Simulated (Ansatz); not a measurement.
InAs (CsCl type, space group No. 221) at seven volumes, r²SCAN in the plane-wave PAW code Ansatz, scaled uniformly. One row is withheld.

| V (Å³/atom) | P (GPa) |
|---|---|
| 20.224 | 7.37 |
| 20.891 | 4.47 |
| 21.558 | 2.08 |
| 22.225 | 0.00 |
| 22.891 | -1.70 |
| 23.558 | -3.14 |
| 24.225 | ? |

Task: Fit the shown pressures and predict the withheld one.

Result: Third-order Birch–Murnaghan: P = (3/2)B₀(x^(7/2) − x^(5/2))[1 + (3/4)(B′ − 4)(x − 1)] with x = (V₀/V)^(2/3). Least squares on the six rows gives V₀ = 22.231 Å³/atom, B₀ = 62.19 GPa, B′ = 4.74. At V = 24.225, x = 0.9443 and P = -4.36 GPa. The run itself gave -4.35 GPa.

Space group Pm-3m (CsCl type). The cell is a constructed one: a structure type filled with these elements; neither database checked (COD, Materials Project) lists it. It is not the phase usual at ambient conditions (space group No. 216). The cell was relaxed with r²SCAN under the symmetry of its start. At this level the phase is mechanically unstable.

Potentials: the earlier of the program's two PAW sets. The files were generated under PBE; for other functionals the program regenerates the frozen cores, and for LDA and PBEsol the local potential too.
